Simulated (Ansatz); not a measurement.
The relaxed structure here is a generated cell of TiAu: the first start was made by placing the elements on the sites of a structure type, and the end was not matched to a known phase here, so it may be hypothetical.

One stationary structure of TiAu. Space group P6₃/mmc (No. 194). The numbers are results of PBE (plane waves to 420 eV, PAW, scalar-relativistic; Ansatz, a program for electronic structure), not measurements.

```xyz
12
Lattice="4.6365 0.0000 0.0000 -2.3182 4.0153 0.0000 0.0000 0.0000 11.2340" Properties=species:S:1:pos:R:3 pbc="T T T"
Ti     0.0000     0.0000     2.8085
Ti     0.0000     0.0000     8.4255
Ti     0.0000     2.6769     6.9957
Ti     2.3182     1.3384     1.3786
Ti     2.3182     1.3384     4.2384
Ti     0.0000     2.6769     9.8554
Au     0.0000     0.0000     0.0000
Au     0.0000     0.0000     5.6170
Au     0.0000     2.6769     1.3952
Au     2.3182     1.3384     7.0122
Au     2.3182     1.3384     9.8388
Au     0.0000     2.6769     4.2218
```

```json
{
 "volume_per_atom": "17.43 Å³",
 "density": "11.66 g/cm³",
 "band_gap": "no gap (metallic)",
 "shortest_distances": "Au–Ti 2.68 Å; Au–Au 2.83 Å; Ti–Ti 2.86 Å",
 "k-mesh": "9×9×4"
}
```

Band energies at high-symmetry points (eV from the Fermi level; labels of this space group; no spin-orbit coupling), from −5 eV up to 1.7 eV:

| point | energies |
|---|---|
| Γ | -4.92 -4.92 -4.77 -4.05 -4.05 -4.01 -4.01 -3.83 -3.83 -3.75 -3.75 -3.66 -3.20 -3.20 -2.74 -2.41 -1.34 -1.13 -1.13 -0.84 -0.84 -0.06 -0.06 -0.05 -0.05 -0.02 -0.02 0.08 0.08 0.36 0.83 1.26 1.26 |
| M | -4.95 -4.80 -4.75 -4.73 -4.69 -4.54 -4.41 -4.27 -4.23 -3.98 -3.78 -3.55 -3.53 -3.52 -3.27 -3.12 -3.09 -2.63 -1.08 -1.02 -0.64 -0.58 -0.43 -0.40 -0.20 -0.18 -0.11 0.02 0.70 0.76 0.84 0.96 0.97 0.99 1.02 1.06 1.16 1.36 1.51 1.57 |
| K | -4.68 -4.68 -4.57 -4.39 -4.39 -4.22 -4.22 -4.21 -3.96 -3.96 -3.93 -3.56 -3.56 -3.35 -2.52 -2.52 -2.21 -2.15 -2.15 -1.47 -0.38 -0.38 -0.21 -0.21 0.07 0.07 0.08 0.10 0.36 0.36 0.72 0.82 0.82 1.40 1.40 1.56 1.69 1.72 |
| A | -4.98 -4.98 -4.63 -4.63 -4.63 -4.63 -3.79 -3.79 -3.79 -3.79 -3.53 -3.53 -3.47 -3.47 -3.47 -3.47 -1.61 -1.61 -0.95 -0.95 -0.95 -0.95 -0.11 -0.11 -0.11 -0.11 0.02 0.02 0.02 0.02 1.04 1.04 1.55 1.55 1.55 1.55 |
| L | -4.98 -4.98 -4.93 -4.93 -4.68 -4.68 -4.65 -4.65 -4.36 -4.36 -4.19 -4.19 -3.64 -3.64 -3.53 -3.53 -3.31 -3.31 -2.48 -2.48 -1.29 -1.29 -0.41 -0.41 -0.34 -0.34 -0.19 -0.19 -0.13 -0.13 0.71 0.71 0.84 0.84 0.95 0.95 1.16 1.16 1.42 1.42 1.49 1.49 1.60 1.60 |
| H | -4.66 -4.66 -4.61 -4.61 -4.36 -4.36 -4.35 -4.35 -4.28 -4.28 -3.98 -3.98 -3.28 -3.28 -3.22 -3.22 -2.78 -2.78 -1.54 -1.54 -0.55 -0.55 -0.28 -0.28 -0.26 -0.26 0.08 0.08 0.32 0.32 0.36 0.36 0.58 0.58 1.47 1.47 1.59 1.59 |

No spin polarisation in the result.

The run could not lose the symmetry of its start, so the end can be a saddle point.
